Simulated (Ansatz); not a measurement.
Suppose InAu takes space group P4/mmm (No. 123), with In on 2g; Au on 2f.

These are results of DFT PBE, scalar-relativistic, plane waves, PAW in Ansatz 0.2.0, not measurements. Cutoff 420 eV, Γ-centred mesh, Gaussian smearing, no spin polarisation.

Energies over the elements count from the elements' standard structures at the same level, with no fitted energy shifts.

Question: Give the relaxed lattice parameters and positions.

Answer:

Space group P4/mmm (No. 123). a = 3.933 Å, b = 3.933 Å, c = 7.120 Å, α = 90.00°, β = 90.00°, γ = 90.00°
| atom | site | symmetry | x | y | z |
| --- | --- | --- | --- | --- | --- |
| In | 2g | 4mm | 0.0000 | 0.0000 | 0.2994 |
| Au | 2f | mmm. | 0.0000 | 0.5000 | 0.0000 |

Around In lie 1 In at 2.86 Å and 4 Au at 2.90 Å; around Au lie 4 Au at 2.78 Å and 4 In at 2.90 Å. Another local minimum with the same sites may exist.

Question: Where does its energy lie, and is it a metal?

Answer: The formation energy is 0.00 eV/atom and the gap on the 12×12×8 mesh of the 4-atom cell is 0 eV (a metal). The formation energy is too near zero to say whether this cell lies below the elements.

The last run used Gaussian smearing of 0.10 eV. The k mesh leaves some 4 meV/atom of noise in the energy of each metallic cell. These runs have no spin–orbit coupling, which can matter for Au. Symmetry constrained the relaxation, so the result can be a saddle point.
